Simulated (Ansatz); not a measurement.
This guess for TiGe₄Mo is about to be relaxed.

```
Ti Ge Mo
1.0
     2.50326   -4.36434    0.00000
     2.50326    4.36434    0.00000
     0.00000    0.00000    5.00651
Ti Ge Mo
1 4 1
Direct
  0.00000 0.00000 0.00000
  0.66167 0.33833 0.00000
  0.16167 0.83833 0.50000
  0.33833 0.66167 0.00000
  0.83833 0.16167 0.50000
  0.50000 0.50000 0.50000
```

The calculation used DFT PBE, scalar-relativistic, plane waves, PAW (Ansatz). Cutoff 420 eV, Gaussian smearing, Γ-centred meshes. Cell and atoms relax first on a coarse mesh and then on a finer one. In between, the cell is made exact in the group found at 0.06 Å. In metals the finer mesh still leaves noise of several meV/atom or more. The steps can't lower the symmetry of their start. No spin polarisation in the relaxation; trial moments died out in a coarse test.

A guess keeps its type if space group and coordination stay and the shape of the cell changes little (axis ratios within about 15 %, angles within 6°); the volume may change.

Task: Does this structure survive the relaxation?

Result: It keeps its type. The symmetry stays Cmmm (No. 65). The volume per atom shrinks by 13.5 %, from 18.2 to 15.8 Å³. The shortest distance goes from 2.82 Å (Ge–Ge) to 2.71 Å (Ge–Ge). Counting neighbours within 15 % of an atom's shortest distance, the start has Ge 10, Mo 10, Ti 10 and the end Ge 10, Mo 10, Ti 10.

The last run used a 10×10×8 mesh (in the run's order of axes) for its 6-atom cell and Gaussian smearing of 0.10 eV. Symmetry constrained the relaxation, so the result can be a saddle point. Another cell of TiGe4Mo relaxed alike, in F222, lies 24 meV/atom lower, so this cell isn't the stable form at this level.
